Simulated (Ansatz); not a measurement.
SiC:
```xyz
2
Lattice="0.0000 2.0141 2.0141 2.0141 0.0000 2.0141 2.0141 2.0141 0.0000" Properties=species:S:1:pos:R:3 pbc="T T T"
Si     0.0000     0.0000     0.0000
C      2.0141     2.0141     2.0141
```

Relaxed with r²SCAN.

Map the valence electron density (e/Å³), cut off at 1 on the plane through (0.000, 0.000, 0.000) spanned by u = [1, 0, 0] and v = [0, 1, -1] in lattice vectors, from r²SCAN (plane waves, PAW; program Ansatz).

x is the fraction of u, y of v (the angle between them is 90°; rows are the nearest grid lines); atoms in the plane: Si at (0.00, 0.00), C at (0.50, 0.50).
```
y \ x   0.000  0.0625  0.188  0.250  0.375  0.438  0.562  0.625  0.750  0.812  0.938   1.00
------  -----  ------  -----  -----  -----  -----  -----  -----  -----  -----  -----  -----
1.00    0.111   0.123  0.260  0.339  0.331  0.300  0.300  0.331  0.339  0.260  0.123  0.111
0.938   0.123   0.143  0.300  0.376  0.363  0.333  0.333  0.363  0.376  0.300  0.143  0.123
0.875   0.173   0.206  0.400  0.470  0.457  0.436  0.436  0.457  0.470  0.400  0.206  0.173
0.750   0.339   0.377  0.580  0.681  0.871  0.938  0.938  0.871  0.681  0.580  0.377  0.339
0.688   0.360   0.393  0.609  0.779   1.00   1.00   1.00   1.00  0.779  0.609  0.393  0.360
0.625   0.331   0.363  0.620  0.871   1.00   1.00   1.00   1.00  0.871  0.620  0.363  0.331
0.562   0.300   0.333  0.627  0.938   1.00   1.00   1.00   1.00  0.938  0.627  0.333  0.300
0.438   0.300   0.333  0.627  0.938   1.00   1.00   1.00   1.00  0.938  0.627  0.333  0.300
0.375   0.331   0.363  0.620  0.871   1.00   1.00   1.00   1.00  0.871  0.620  0.363  0.331
0.312   0.360   0.393  0.609  0.779   1.00   1.00   1.00   1.00  0.779  0.609  0.393  0.360
0.250   0.339   0.377  0.580  0.681  0.871  0.938  0.938  0.871  0.681  0.580  0.377  0.339
0.125   0.173   0.206  0.400  0.470  0.457  0.436  0.436  0.457  0.470  0.400  0.206  0.173
0.0625  0.123   0.143  0.300  0.376  0.363  0.333  0.333  0.363  0.376  0.300  0.143  0.123
0.000   0.111   0.123  0.260  0.339  0.331  0.300  0.300  0.331  0.339  0.260  0.123  0.111
```

The density is the valence pseudo-density with augmentation charge, so density and ELF within about 1 Å of a nucleus are not all-electron values.

Space group Fm-3m (rock salt). This is a known high-pressure phase of the composition, computed here at zero pressure and temperature. The r²SCAN relaxation kept the symmetry of its start; its stability against distortions is not shown here. Its formation energy is positive at this level, so the cell may be metastable or incomplete.

Potentials: the earlier of the program's two PAW sets.
